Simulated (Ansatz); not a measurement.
## An elastic constant from a strain scan in Ge

Theory: Ansatz 0.2.0, DFT r2SCAN, scalar-relativistic, plane waves, PAW. The runs took a 500 eV cutoff, a Γ-centred 12×12×6 mesh and Gaussian smearing (0.03 eV). No spin polarisation. Energies are free energies at this smearing, counted from the undisturbed cell; pressure is positive in compression.

Reference structure (relaxed at this level; this form isn't the usual structure):

```
Ge
1.0
     3.99565    0.00000    0.00000
    -1.99782    3.46033    0.00000
     0.00000    0.00000    6.60271
Ge
4
Cartesian
  1.9978 1.1534 0.4158
  0.0000 2.3069 3.7172
  1.9978 1.1534 2.8855
  0.0000 2.3069 6.1869
```

The cell is strained by ε times the Voigt pattern (1, 0, 0, 0, 0, 0) (xx, yy, zz, yz, xz, xy; engineering shear) with fractional coordinates fixed. The cell holds 4 atoms in V0 = 91.29 Å³. The stress column is τ = (1/V0) dE/dε, got from the stress tensor σ (compression positive) at each point as −det(1 + εP) σ : P(1 + εP)⁻¹, with P the pattern as a tensor.

| ε | ΔE (meV/atom) | τ (GPa) |
| --- | --- | --- |
| -0.0600 | 53.238 | -13.465 |
| -0.0300 | 12.273 | -5.979 |
| 0.0000 | 0.000 | 0.007 |
| 0.0150 | 2.722 | 2.484 |
| 0.0450 | 22.514 | 6.575 |
| 0.0600 | ? | ? |

Task: Which combination of elastic constants does this scan measure, and how large is it?

Result: For small ε, τ = τ0 + Kε with K = pᵀCp, which for this pattern is C11 in the Cartesian frame shown. The parabola through τ at ε = -0.0300, 0 and 0.0150 has slope K = 177 GPa at zero. The energies per cell, E = NΔE, of the same two points give K = 2[E(ε₊)/ε₊ − E(ε₋)/ε₋]/[(ε₊ − ε₋)V0] = 184 GPa, in agreement. These are clamped-ion values.

Task: Predict the withheld row at ε = 0.0600 from the harmonic law, and compare.

Result: ΔE = V0(τ0 ε + Kε²/2)/N = 45.336 meV/atom and τ = 10.60 GPa. The calculation gives 38.444 meV/atom and 8.30 GPa: the energy lies 15 % below the harmonic value, as bonds soften when stretched.

Forces appear on the atoms along this scan, and letting them relax would lower the energy and soften the response. The gap closes along the scan, which can put kinks into the curve.

Cost: 6 runs of about 6.2 core-minutes in all, on Arm Neoverse V1 (shared hosts).